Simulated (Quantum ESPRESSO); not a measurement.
```
CELL_PARAMETERS angstrom
      0.00000     3.31661     3.31661
      3.31661     0.00000     3.31661
      3.31661     3.31661     0.00000
ATOMIC_POSITIONS crystal
  In 0.00000 0.00000 0.00000
  Sb 0.75000 0.75000 0.75000
```

The geometry is that of Materials Project entry mp-20012, symmetrised and not relaxed again.

Q: What does PBE (Quantum ESPRESSO, PseudoDojo norm-conserving, 80 Ry, without SOC) give for the electronic structure near the Fermi level?

A: At this level the gap is closed or nearly so: along the path the highest valence and lowest conduction bands touch, or overlap by less than 0.6 eV, a zero-gap or semimetallic result; the valence top lies at Γ, the conduction bottom at Γ. Semilocal functionals close the gaps of some narrow-gap semiconductors, so this alone doesn't show that the compound has none. Without spin-orbit coupling, band edges of such heavy elements can be off by tenths of an eV.
